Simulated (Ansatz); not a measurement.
Computed with Ansatz, DFT PBE, scalar-relativistic, plane waves, PAW. All cells share a 420 eV cutoff and Γ-centred k meshes spaced at most about 0.3 Å⁻¹ (about 0.25 or finer for metals, 2π included). No spin polarisation in the final relaxations.

Temperature and zero-point effects are left out.

Two forms of SnBi3O were relaxed alike.

A. Space group Pm-3m (No. 221), cubic, a = 5.055 Å. Around Sn lie 12 Bi at 3.57 Å; around Bi lie 2 O at 2.53 Å, 4 Sn at 3.57 Å and 8 Bi at 3.57 Å; O has 6 Bi at 2.53 Å.

B. Space group P4mm (No. 99), tetragonal, a = 5.038 Å, c = 8.323 Å. Sn has 1 O at 1.98 Å and 4 Bi at 3.26 Å; Bi on a site of symmetry 2mm is surrounded by 2 Sn at 3.26 Å, 2 Bi at 3.29 Å and 4 Bi at 3.56 Å; Bi on a site of symmetry 4mm has 1 O at 2.17 Å and 4 Bi at 3.29 Å; O has 1 Sn at 1.98 Å and 1 Bi at 2.17 Å.

Problem. Which would you expect to be lower, and how large is the difference?

Solution. A is lower, by 22 meV/atom. A has the antiperovskite type, space group Pm-3m (No. 221), 25.8 Å³/atom and no gap on its mesh; B has space group P4mm (No. 99), 42.3 Å³/atom and no gap. Counting Bi or Sn atoms around O (for each partner element, those within 1.25 times its shortest distance or 1.15 times the sum of covalent radii, where it is the nearest in units of that sum or under 1.3; the shortest distance is added where it is long for a bond), A has O 6 from 2.5 Å and B has O 2. The denser one is the lower, and pressure would at first widen the difference. Both come from invented guesses.

These runs have no spin–orbit coupling, which can matter for Bi. A magnetic state wasn't ruled out in cells without spin, among them Pm-3m. Cells relaxed within their symmetry can be saddle points.
